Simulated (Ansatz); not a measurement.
**Calculated field gradients at the nuclei for Na8MgMn2O8**

The cell is a computed structure from the Materials Project (it need not be an observed phase).

```cif
data_structure
_symmetry_space_group_name_H-M 'P 1'
_symmetry_Int_Tables_number 1
_cell_length_a 5.8958
_cell_length_b 5.9276
_cell_length_c 8.8074
_cell_angle_alpha 71.748
_cell_angle_beta 77.099
_cell_angle_gamma 70.614
_cell_volume 273.29
loop_
_atom_site_label
_atom_site_type_symbol
_atom_site_fract_x
_atom_site_fract_y
_atom_site_fract_z
_atom_site_occupancy
Na1 Na 0.99786 0.45218 0.13244 1
Na2 Na 0.48156 0.94622 0.17205 1
Na3 Na 0.47764 0.36505 0.30695 1
Na4 Na 0.01172 0.79397 0.37001 1
Na5 Na 0.96266 0.31443 0.53460 1
Na6 Na 0.36262 0.05856 0.68167 1
Na7 Na 0.02396 0.60040 0.76365 1
Na8 Na 0.56313 0.24386 0.85264 1
Mg9 Mg 0.56923 0.63142 0.96070 1
Mn10 Mn 0.46332 0.67464 0.52033 1
Mn11 Mn 0.99288 0.99750 0.01303 1
O12 O 0.71122 0.26136 0.07419 1
O13 O 0.25108 0.70968 0.10524 1
O14 O 0.23173 0.99034 0.46460 1
O15 O 0.72859 0.58440 0.35882 1
O16 O 0.27179 0.46829 0.54081 1
O17 O 0.59749 0.64536 0.72466 1
O18 O 0.19593 0.20078 0.92589 1
O19 O 0.79713 0.83047 0.95284 1
```

Atoms are numbered from 1 in the order listed; like atoms form one site, named after its first atom.

Computed with Ansatz: DFT, r2SCAN, plane waves and PAW, scalar-relativistic, collinear spin, 500 eV cutoff, Γ-centred 4×4×3 k-points, Fermi–Dirac smearing 0.02 eV. Start moments as typed (μB): 4 on each Mn, none on the rest.

C_Q = eQV_zz/h, which is 24.18 MHz for Q = 1 b and V_zz = 10²¹ V/m²; η = (V_xx − V_yy)/V_zz.

23Na: I = 3/2, Q = 104.0 mb; 25Mg: I = 5/2, Q = 199.4 mb; Mn-55: I = 5/2, Q = 330.0 mb; ¹⁷O: I = 5/2, Q = -25.58 mb. Quadrupole moments are those of Pyykkö's year-2017 table.

Problem. What field gradients does the calculation give at each kind of site?

Solution. 

```tsv
site	atoms (order as listed)	first shell	V_zz (10²¹ V/m²)	η	C_Q (MHz)
Na1	1	5 O at 2.40–2.55 Å	1.27	0.50	3.19
Na2	2	6 O at 2.46–2.78 Å; also 2 Na at 2.85–3.06 Å	0.54	0.78	1.35
Na3	3	4 O at 2.30–2.47 Å; also 1 O at 2.88 Å	-2.20	0.35	-5.52
Na4	4	4 O at 2.36–2.54 Å; also 1 Na at 2.84 Å	-1.88	0.23	-4.74
Na5	5	3 O at 2.19–2.31 Å; also 1 O at 2.99 Å	-2.27	0.87	-5.72
Na6	6	4 O at 2.30–2.44 Å; also 1 Na at 2.70 Å	2.77	0.59	6.97
Na7	7	4 O at 2.35–2.53 Å; also 1 O at 3.23 Å	-1.82	0.78	-4.58
Na8	8	4 O at 2.19–2.37 Å; also 1 O at 3.25 Å	2.21	0.34	5.56
Mg	9	4 O at 2.02–2.07 Å; also 1 O at 3.32 Å	-1.31	0.43	-6.34
Mn10	10	4 O at 1.87–2.06 Å	7.52	0.92	60.0
Mn11	11	4 O at 1.86–1.99 Å	4.56	0.50	36.4
O12	12	1 Mn at 1.97 Å, 1 Mg at 2.07 Å, 4 Na at 2.33–2.53 Å	4.42	0.92	-2.74
O13	13	1 Mn at 1.96 Å, 1 Mg at 2.02 Å, 4 Na at 2.40–2.54 Å	4.46	0.97	-2.76
O14	14	1 Mn at 1.91 Å, 3 Na at 2.21–2.41 Å; also 3 Na at 2.71–3.23 Å	4.15	0.64	-2.56
O15	15	1 Mn at 1.92 Å, 5 Na at 2.19–2.49 Å	3.87	0.78	-2.39
O16	16	1 Mn at 1.87 Å, 5 Na at 2.30–2.36 Å	6.69	0.29	-4.14
O17	17	1 Mg at 2.03 Å, 1 Mn at 2.06 Å, 3 Na at 2.34–2.53 Å	2.17	0.12	-1.34
O18	18	1 Mn at 1.86 Å, 4 Na at 2.19–2.55 Å; also 1 Na at 2.78 Å	-5.16	0.86	3.19
O19	19	1 Mn at 1.99 Å, 1 Mg at 2.04 Å, 4 Na at 2.37–2.46 Å	-4.06	0.97	2.51
```

At O16 V_zz points along its shortest bond, to Mn (within 9°). At O17 V_zz points along its one bond to Mg (within 9°).

At this cell the principal stresses reach 5 GPa in size with r2SCAN, which can matter for small gradients. The largest force is 0.8 eV/Å, so the atoms aren't at the calculated equilibrium and relaxing them would move these values. The program didn't check the stability of this electronic state in full, so a lower one may lie near. With a gap of 0.7 eV on this mesh, small gradients can still move by 0.1 × 10²¹ V/m² or more as the k-mesh gets denser. All moments are parallel here, as the start or the cell imposes; many such compounds order antiparallel, where fields and spin densities carried over to other atoms largely cancel. The magnetic order is the one that the run reached from its start moments, not necessarily the measured one. Where η is near 1 the sign of V_zz means little.
